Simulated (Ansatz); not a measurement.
CdSe$_{2}$ in space group Pa-3 (No. 205; Cd on 4a, Se on 8c), plane-wave PAW r²SCAN (Ansatz code), all energies at zero smearing, with the estimated change up to a 700 eV cutoff added, with one set of potentials and settings (totals compare only within such a set). Cell of 12 atoms (4 Cd, 8 Se): -76903.336 eV.

| element | reference phase | E (eV/atom) |
|---|---|---|
| Cd | P6_3/mmc, 2 atoms in the cell | -8268.1834 |
| Se | P3_121, 3 atoms in the cell | -5478.1269 |

Formation energy per atom, worked out: (-76903.336 − 4×(-8268.1834) − 8×(-5478.1269))/12 = -0.466 eV/atom (-45 kJ per mol of atoms), at 0 K, without zero-point energy or fitted corrections.

The workflow started from a Materials Project entry (that database holds measured and hypothetical structures alike); the Crystallography Open Database copy checked does not list it. Its standing as an ambient phase is unchecked. The cell was relaxed with r²SCAN under the symmetry of its start; its stability against distortions is not shown here. The references are the lowest solids computed at this level, not always the standard phases.

Potentials: the later of the program's two PAW sets.
